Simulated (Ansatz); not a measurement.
Generalised stacking fault of CaF2 (fluorite) on the {100} plane. The cell below holds the perfect crystal with the plane normal along z; tilting its third vector by the shift puts one fault into each cell, between planes 1.36 Å apart, at fixed cell height.

```yaml
crystal:
  lattice:
    - [3.83293, 0.00000, 0.00000]
    - [0.00000, 3.83293, 0.00000]
    - [1.91646, 1.91646, 8.13087]
  atoms:
    - { symbol: Ca, position: [0.00000, 0.00000, 0.91667] }
    - { symbol: Ca, position: [0.33333, 0.33333, 0.25000] }
    - { symbol: Ca, position: [0.66667, 0.66667, 0.58333] }
    - { symbol: F, position: [0.91667, 0.41667, 0.08333] }
    - { symbol: F, position: [0.25000, 0.75000, 0.41667] }
    - { symbol: F, position: [0.58333, 0.08333, 0.75000] }
    - { symbol: F, position: [0.41667, 0.91667, 0.08333] }
    - { symbol: F, position: [0.75000, 0.25000, 0.41667] }
    - { symbol: F, position: [0.08333, 0.58333, 0.75000] }
```

In-plane vectors a = (3.833, 0.000) Å, b = (0.000, 3.833) Å, area 14.69 Å². The shift is s times the vector a (length 3.833 Å), so s = 1 restores the start. Atoms relax along the normal only. γ = [E(shift) − E(0)] / area.

Method: PBEsol (plane waves to 420 eV, PAW, scalar-relativistic; Ansatz, an electronic-structure program). k mesh 8×8×8 (Γ-centred), Fermi-Dirac smearing 0.05 eV. E is the zero-smearing estimate. Some relaxations began with atoms very close together and may have settled on another branch. Faults lie only 8.1 Å apart, and holding the cell height raises γ above its relaxed value. CaF2 was relaxed with its symmetry unable to fall. The zero of γ is zero shift.

| s | γ (mJ/m²) |
|---|---|
| 0.000 | 0 |
| 0.083 | 119 |
| 0.167 | 372 |
| 0.250 | 669 |
| 0.333 | 955 |
| 0.417 | 1165 |
| 0.500 | 1242 |
| 0.583 | 1165 |
| 0.667 | 955 |
| 0.750 | 669 |
| 0.833 | 372 |
| 0.917 | 119 |

### Question
Does γ have a local minimum between the ends of the line, and at which s?

### Answer
No computed point is one.

### Question
By a periodic cubic spline through the points, what shear stress does the steepest rise of γ from s = 0 correspond to?

### Answer
9.4 GPa. A slope of 1 mJ/m² per Å is 0.01 GPa.

(The slope of γ gives the shear force per area between the displaced halves; near zero shift its curvature is an elastic stiffness.)
